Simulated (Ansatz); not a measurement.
A short materials screen. Bulk modulus and its pressure derivative give the pressure that a small compression needs; a soft, simple solid makes a sensitive pressure gauge, a stiff one a good anvil or seat.

The yardstick is MgO. Hydrostatic compression by 3 % of the volume (V₀/V = 1.0309), no change of phase.

Levels of theory (Ansatz, a plane-wave PAW program): B₀, B₀′: r²SCAN, Birch–Murnaghan fit of energy against volume; volume per atom: r²SCAN, relaxed cell.

Started from generated or typed cells, with no claim that the phase is known: 6H-CdSe. Runs started from generated or typed cells of the structure named: MgO. Not checked to be the ambient phase: LaPt5 (P6/mmm, hP6); LaZn5 (P6/mmm, hP6); SrPd5 (P6/mmm, hP6); YRh5 (P6/mmm, hP6); YZn5 (P6/mmm, hP6). Spin–orbit coupling is left out unless named.

Working rules: linear estimate = B₀ × compression; P = (B₀/B₀′)[(V₀/V)^B₀′ − 1]; modulus under load = B₀ + B₀′P; relative pressure = P/P_ref.

| crystal | B₀ (GPa) | B₀′ | V (Å³/atom) | linear estimate (GPa) | Murnaghan pressure (GPa) | modulus there (GPa) | pressure (relative) |
|---|---|---|---|---|---|---|---|
| LaPt5 (P6/mmm, hP6) | 193 | 5.1 | 18.67 | 5.8 | 6.354 | 225 | 1.17 |
| LaZn5 (P6/mmm, hP6) | 80.0 | 4.8 | 17.85 | 2.4 | 1.704 | 88.2 | 0.31 |
| SrPd5 (P6/mmm, hP6) | 119 | 5.2 | 18.56 | 3.6 | 3.924 | 139 | 0.72 |
| 6H-CdSe | 51.5 | 4.6 | 28.85 | 1.5 | 1.682 | 59.2 | 0.31 |
| MgO (rock salt), reference | 167 | 4.1 | 9.29 | 5.0 | 5.413 | 189 | 1.00 |
| YRh5 (P6/mmm, hP6) | 196 | 4.8 | 16.63 | 5.9 | 6.422 | 227 | 1.19 |
| YZn5 (P6/mmm, hP6) | 91.1 | 4.6 | 16.55 | 2.7 | 2.976 | 105 | 0.55 |

Problem. Check the column «Murnaghan pressure (GPa)» against the rules: one row is wrong, and what depends on it inherits the slip. Find and correct it.

Solution. The row of LaZn5 (P6/mmm, hP6) shows 1.704. From its own inputs, P = (80.0/4.8) × (1.0309^4.8 − 1) = 2.621 GPa. Carried on: modulus there: 80.0 + 4.8 × 2.621 = 92.6 GPa; relative pressure: 2.621/5.413 = 0.48. The other rows agree with the rules.

With the correction: By relative pressure (highest first): YRh5 (P6/mmm, hP6) (1.19 ± 0.060) ≈ LaPt5 (P6/mmm, hP6) (1.17 ± 0.059), MgO (1.00 ± 0.050), SrPd5 (P6/mmm, hP6) (0.72 ± 0.037), YZn5 (P6/mmm, hP6) (0.55 ± 0.028), LaZn5 (P6/mmm, hP6) (0.48 ± 0.024), 6H-CdSe (0.31 ± 0.016). The ± follows from allowances picked for this note (B₀ 5 %, B₀′ 0.4), carried to first order and added in quadrature, each row's own inputs moving alone; ≈ joins neighbours closer than their two ± added in quadrature.

B₀′ is the least certain number of such a fit, often by half a unit. Where several phases of a formula are at hand, those over 0.1 eV/atom above the lowest were not drawn (by r²SCAN where it compared them, else by the largest value; a layered or molecular lowest phase counts only with a dispersion term); other phases could lie lower still. Rows were sampled with a lean to familiar crystals, related or not, whatever their agreement with measurement; tables with many equal figures were not kept. Limits of the draw: no layered crystals, B₀′ of 2 to 8; no unfamiliar magnets, and cubic perovskites only if shown or known to be stable. As a rule kept out of such tables: 4f compounds, open-shell compounds run without a Hubbard term, cells found unstable in the tests at hand, cells close to a higher symmetry, and runs set to a pressure or over 12 % in volume from the crystal's fullest run.
